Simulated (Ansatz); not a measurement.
# Pressure against volume in Sc5Al

The structure comes from a generated guess, relaxed at this level; another structure or a mixture of phases may lie lower.

These are results of DFT PBE, scalar-relativistic, plane waves, PAW in Ansatz, not measurements. Cutoff 420 eV, Γ-centred 12×12×4 mesh (6-atom cell), Gaussian smearing of 0.10 eV, no spin polarisation.

```
CELL_PARAMETERS angstrom
3.25181 0.00000 0.00000
0.00000 3.25181 0.00000
0.00000 0.00000 13.04653
ATOMIC_POSITIONS crystal
Sc 0.00000 0.00000 0.64340
Sc 0.50000 0.50000 0.82238
Sc 0.00000 0.00000 0.00000
Sc 0.50000 0.50000 0.17762
Sc 0.00000 0.00000 0.35660
Al 0.50000 0.50000 0.50000
```

The cell was set to several volumes, with shape and atoms relaxed at each where symmetry leaves them free. Pressure is positive in compression, and energies count from the lowest row. No row has a gap on its mesh.

```csv
row,V (Å³/atom),P (GPa),ΔE (meV/atom)
1,20.234,9.23,71.8
2,20.924,6.45,38.3
3,21.613,?,?
4,22.303,1.87,3.7
5,22.993,0.01,0.0
6,23.683,-1.63,3.8
7,24.373,-3.04,14.2
8,25.292,-4.68,36.8
```

Task: Find B = −V·ΔP/ΔV from rows 4 and 6 and from rows 1 and 2, and from the two its slope B′ and its value B0 at zero pressure.

Result: Rows 4 and 6 give −(22.303 + 23.683)/2 × (-1.63 − (1.87))/(23.683 − 22.303) = 58.3 GPa at a mean pressure of 0.12 GPa. Rows 1 and 2 give −(20.234 + 20.924)/2 × (6.45 − (9.23))/(20.924 − 20.234) = 82.9 GPa at a mean pressure of 7.84 GPa. So B′ = (82.9 − 58.3)/(7.84 − (0.12)) = 3.19 and B0 = 58.3 − 3.19 × (0.12) = 57.9 GPa. A third-order Birch–Murnaghan fit to all the energies gives B0 = 58.3 GPa and B′ = 3.5.

Task: Estimate the pressure and energy of row 3.

Result: From row 5, V0 = 22.993 × (1 + (0.01)/57.9) = 22.997 Å³/atom. Murnaghan's form P = (B0/B′)·[(V0/V)^B′ − 1] gives (57.9/3.19) × [(22.997/21.613)^3.19 − 1] = 3.97 GPa; the computed pressure is 4.01 GPa, so the estimate is off by -0.04 GPa. The work of compression from row 4, with the mean of the two pressures, gives ΔE = 3.7 + (3.97 + 1.87)/2 × (22.303 − 21.613)/160.2 × 1000 = 16.3 meV/atom (1 eV/Å³ = 160.2 GPa); the computed value is 16.1 meV/atom.

All volumes keep the k mesh of the relaxed cell. Symmetry constrained the relaxation, so the result can be a saddle point.
